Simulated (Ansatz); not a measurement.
Input:

C:
```
CELL_PARAMETERS angstrom
      2.60539     0.00000     0.00000
     -1.30269     2.25633     0.00000
      0.00000     0.00000     2.80034
ATOMIC_POSITIONS crystal
  C  0.50000 0.00000 0.00000
  C  0.00000 0.50000 0.66667
  C  0.50000 0.50000 0.33333
```

This is the PBE-relaxed structure.

Question: All from PBE in the plane-wave PAW code Ansatz, unless another level is named. Give the band gap.

Answer: 1.94 eV (indirect).

Question: And the smallest direct gap on the standard path?

Answer: 4.58 eV.

Question: Next, the conduction-band minimum?

Answer: at M (3 equivalent valleys).

Space group P6_222. The start of the workflow was typed in or built on a structure type; neither database checked (COD, Materials Project) lists it. It is not the phase usual at ambient conditions (space group No. 194, 227). Symmetry was held in the PBE relaxation; its stability against distortions is not shown here.

Potentials: the later of the program's two PAW sets.
